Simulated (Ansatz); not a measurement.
**One atom moved along a line in In3As**

Theory: Ansatz, DFT PBEsol+D3(BJ), scalar-relativistic, plane waves, PAW. Cutoff 420 eV, Γ-centred 10×10×10 k-points, Gaussian smearing of 0.15 eV. No spin polarisation. Energies are free energies at this smearing, counted from the undisturbed cell; pressure is positive in compression.

Zero of the scan (relaxed at this level; it needn't be the usual structure):

```yaml
crystal:
  lattice:
    - [4.50244, 0.00000, 0.00000]
    - [0.00000, 4.50244, 0.00000]
    - [0.00000, 0.00000, 4.50244]
  atoms:
    - { symbol: In, position: [0.00000, 0.50000, 0.50000] }
    - { symbol: In, position: [0.50000, 0.00000, 0.50000] }
    - { symbol: In, position: [0.50000, 0.50000, 0.00000] }
    - { symbol: As, position: [0.00000, 0.00000, 0.00000] }
```

Atom 1 (In) is moved by x along the Cartesian unit vector (-0.707, -0.707, 0.000); the cell and all other atoms stay fixed. The cell is metallic on the mesh throughout.

**Question.** Over the sampled range (-0.4500 to 0.3600), is the undisturbed cell the lowest point?

**Answer.** Yes, every other sampled point lies higher.

The scan:

```tsv
x (Å)	ΔE (meV/cell)
-0.4500	303.0
-0.2700	97.5
0.0000	0.0
0.3600	182.3
```

Cost: 4 runs of about 8.3 core-minutes in all, on Intel Xeon Processor @ 2.50GHz (Skylake/Cascade Lake) (shared hosts).